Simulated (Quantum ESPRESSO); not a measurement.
## W3Al2AgHfPd (input and log of a self-consistent run)

Simulated, not a measurement. The program is pw.x of Quantum ESPRESSO 7.5 (plane-wave density functional theory). The cell is made up: eight metal atoms on a hexagonal close-packed lattice, with elements, volume, strain and displacements drawn at random and not relaxed, so it may be unstable or far from any real phase. PseudoDojo standard norm-conserving files set the functional (PBE unless stated); there is no spin polarisation or spin-orbit coupling, the Fermi-Dirac width of 0.25 eV means electrons at about 2900 K, and the masses in the input are unused placeholders. Heavy elements are run without spin-orbit coupling, which real alloys of them have. A spin test at this wide smearing found no moment, but such smearing suppresses magnetism that the real alloy may have.

Input:

```
&control calculation='scf', pseudo_dir='./dojo.nc.sr.pbe.v0_5.standard.upf', outdir='./o', disk_io='minimal', tprnfor=.true., tstress=.true. /
&system ibrav=0, nat=8, ntyp=5, nbnd=63, ecutwfc=82.02448710, nosym=.true., tot_charge=0,
 occupations='smearing', smearing='fd', degauss=0.0183746611
/
&electrons conv_thr=1.470e-08, electron_maxstep=70, mixing_beta=0.5 /
ATOMIC_SPECIES
Ag 1.0 Ag.upf
Al 1.0 Al.upf
Hf 1.0 Hf.upf
Pd 1.0 Pd.upf
W 1.0 W.upf
CELL_PARAMETERS angstrom
-2.8108 0.0078 -0.0415
-0.0669 0.0551 -4.5058
0.0271 -9.7637 0.1183
ATOMIC_POSITIONS angstrom
W 0.061 0.0367 0.0113
W 0.0967 -4.9144 0.1723
Al -0.097 -3.2121 -2.2603
Ag 0.1368 -8.0952 -2.1085
Hf -1.3937 -2.4894 -0.0432
Pd -1.3902 -7.3236 0.001
Al -1.3286 -0.5918 -2.3672
W -1.412 -5.5619 -2.2175
K_POINTS automatic
8 5 3 1 1 1
```

The log is shortened where brackets say so; the opening notice, blank lines, dates and the lines on written files are dropped, and the path of the files is cut. It prints rydbergs, bohrs and kilobars, and counts compression as positive stress. Its total energy is the free energy E - TS of the whole cell.

```
     Program PWSCF v.7.5
     Parallel version (MPI & OpenMP), running on       4 processor cores
     Number of MPI processes:                 4
     Threads/MPI process:                     1
     [start-up lines left out]
     bravais-lattice index     =            0
     lattice parameter (alat)  =       5.3122  a.u.
     unit-cell volume          =     834.1620 (a.u.)^3
     number of atoms/cell      =            8
     number of atomic types    =            5
     number of electrons       =        97.00
     number of Kohn-Sham states=           63
     kinetic-energy cutoff     =      82.0245  Ry
     charge density cutoff     =     328.0979  Ry
     scf convergence threshold =      1.5E-08
     mixing beta               =       0.5000
     number of iterations used =            8  plain     mixing
     Exchange-correlation= PBE
                           (   1   4   3   4   0   0   0)
     [axes and pseudopotential details left out]
   Cartesian axes
     site n.     atom                  positions (alat units)
         1        W      tau(   1) = (   0.0216996   0.0130553   0.0040198  )
         2        W      tau(   2) = (   0.0343991  -1.7482018   0.0612924  )
         3        Al     tau(   3) = (  -0.0345059  -1.1426418  -0.8040576  )
         4        Ag     tau(   4) = (   0.0486639  -2.8797092  -0.7500577  )
         5        Hf     tau(   5) = (  -0.4957815  -0.8855554  -0.0153676  )
         6        Pd     tau(   6) = (  -0.4945365  -2.6052276   0.0003557  )
         7        Al     tau(   7) = (  -0.4726235  -0.2105213  -0.8420851  )
         8        W      tau(   8) = (  -0.5022914  -1.9785372  -0.7888323  )
     number of k points=    60  Fermi-Dirac smearing, width (Ry)=  0.0184
                       cart. coord. in units 2pi/alat
        k(    1) = (  -0.0617263  -0.0489093  -0.0620705), wk =   0.0333333
        k(    2) = (  -0.0612282   0.1430639  -0.0597303), wk =   0.0333333
     [further k points left out]
     Dense  grid:    83797 G-vectors     FFT dimensions: (  32,  50, 108)
     Estimated max dynamical RAM per process >     308.42 MB
     Estimated total dynamical RAM >       1.14 GB
     Initial potential from superposition of free atoms
     starting charge      96.9911, renormalised to      97.0000
     Starting wfcs are   67 randomized atomic wfcs
     total cpu time spent up to now is       14.9 secs
     per-process dynamical memory:   243.6 Mb
     Self-consistent Calculation
     iteration #  1     ecut=    82.02 Ry     beta= 0.50
     Davidson diagonalization with overlap
     ethr =  1.00E-02,  avg # of iterations =  3.8
     total cpu time spent up to now is       55.4 secs
     total energy              =   -1138.59285845 Ry
     estimated scf accuracy    <      28.43235004 Ry
     iteration #  2     ecut=    82.02 Ry     beta= 0.50
     Davidson diagonalization with overlap
     ethr =  1.00E-02,  avg # of iterations =  6.1
     total cpu time spent up to now is      109.7 secs
     total energy              =   -1136.88270652 Ry
     estimated scf accuracy    <     340.69295709 Ry
     iteration #  3     ecut=    82.02 Ry     beta= 0.50
     Davidson diagonalization with overlap
     ethr =  1.00E-02,  avg # of iterations =  6.0
     total cpu time spent up to now is      156.7 secs
     total energy              =   -1157.98654861 Ry
     estimated scf accuracy    <      12.04980955 Ry
     iteration #  4     ecut=    82.02 Ry     beta= 0.50
     Davidson diagonalization with overlap
     ethr =  1.00E-02,  avg # of iterations =  2.1
     total cpu time spent up to now is      187.0 secs
     total energy              =   -1157.54711648 Ry
     estimated scf accuracy    <      33.72447352 Ry
     iteration #  5     ecut=    82.02 Ry     beta= 0.50
     Davidson diagonalization with overlap
     ethr =  1.00E-02,  avg # of iterations =  1.0
     total cpu time spent up to now is      211.9 secs
     total energy              =   -1158.24497333 Ry
     estimated scf accuracy    <       4.58844700 Ry
     [iterations 6 to 14 left out]
     iteration # 15     ecut=    82.02 Ry     beta= 0.50
     Davidson diagonalization with overlap
     ethr =  1.40E-08,  avg # of iterations =  2.4
     total cpu time spent up to now is      521.3 secs
     total energy              =   -1158.11941737 Ry
     estimated scf accuracy    <       0.00001329 Ry
     iteration # 16     ecut=    82.02 Ry     beta= 0.50
     Davidson diagonalization with overlap
     ethr =  1.37E-08,  avg # of iterations =  1.1
     total cpu time spent up to now is      551.3 secs
     total energy              =   -1158.11941789 Ry
     estimated scf accuracy    <       0.00000065 Ry
     iteration # 17     ecut=    82.02 Ry     beta= 0.50
     Davidson diagonalization with overlap
     ethr =  6.68E-10,  avg # of iterations =  3.1
     total cpu time spent up to now is      595.9 secs
     total energy              =   -1158.11941800 Ry
     estimated scf accuracy    <       0.00000008 Ry
     iteration # 18     ecut=    82.02 Ry     beta= 0.50
     Davidson diagonalization with overlap
     ethr =  8.42E-11,  avg # of iterations =  3.0
     total cpu time spent up to now is      633.0 secs
     total energy              =   -1158.11941801 Ry
     estimated scf accuracy    <       0.00000002 Ry
     iteration # 19     ecut=    82.02 Ry     beta= 0.50
     Davidson diagonalization with overlap
     ethr =  2.11E-11,  avg # of iterations =  2.1
     total cpu time spent up to now is      668.7 secs
     End of self-consistent calculation
     [lines on levels left out]
!    total energy              =   -1158.11941801 Ry
     estimated scf accuracy    <          5.1E-09 Ry
     smearing contrib. (-TS)   =      -0.08654171 Ry
     internal energy E=F+TS    =   -1158.03287629 Ry
     The total energy is F=E-TS. E is the sum of the following terms:
     one-electron contribution =    -635.62774426 Ry
     hartree contribution      =     370.04284290 Ry
     xc contribution           =    -221.51678641 Ry
     ewald contribution        =    -670.93118852 Ry
     convergence has been achieved in  19 iterations
     Forces acting on atoms (cartesian axes, Ry/au):
     atom    1 type  5   force =     0.00090491    0.00035113   -0.03786345
     atom    2 type  5   force =    -0.02400321   -0.02750024   -0.05811723
     atom    3 type  2   force =     0.02280270   -0.00863673    0.01384582
     atom    4 type  1   force =    -0.01896197    0.01622706   -0.03815063
     atom    5 type  3   force =    -0.00358418    0.04206193   -0.00314202
     atom    6 type  4   force =     0.02340070    0.00797973    0.04213172
     atom    7 type  2   force =    -0.00870614   -0.02561743    0.04394787
     atom    8 type  5   force =     0.00814719   -0.00486546    0.03734793
     Total force =     0.131666     Total SCF correction =     0.000272
     Computing stress (Cartesian axis) and pressure
          total   stress  (Ry/bohr**3)                   (kbar)     P=      181.04
   0.00137453   0.00009591  -0.00012680          202.20       14.11      -18.65
   0.00009591   0.00098982   0.00013723           14.11      145.61       20.19
  -0.00012680   0.00013723   0.00132760          -18.65       20.19      195.30
     init_run     :     12.47s CPU     13.06s WALL (       1 calls)
     electrons    :    647.55s CPU    653.92s WALL (       1 calls)
     forces       :      9.60s CPU      9.71s WALL (       1 calls)
     stress       :     27.37s CPU     28.02s WALL (       1 calls)
     [timing details left out]
     PWSCF        :  11m38.80s CPU  11m46.70s WALL
     JOB DONE.
```

In other units: free energy -15757.017 eV for the cell, pressure 18.10 GPa, largest force component 1.494 eV/Å in size. The run took 709 s of wall time with four MPI processes on a shared machine (AMD EPYC, older, virtual cores), so the time is rough. A rerun of this cell at a higher cutoff and on a denser mesh moved values by no more than 0.002 eV in energy, 0.05 GPa in stress and 0.016 eV/Å in force, and a second program with other atomic files agreed on that cell to 2 % rms in force and 0.5 GPa in pressure.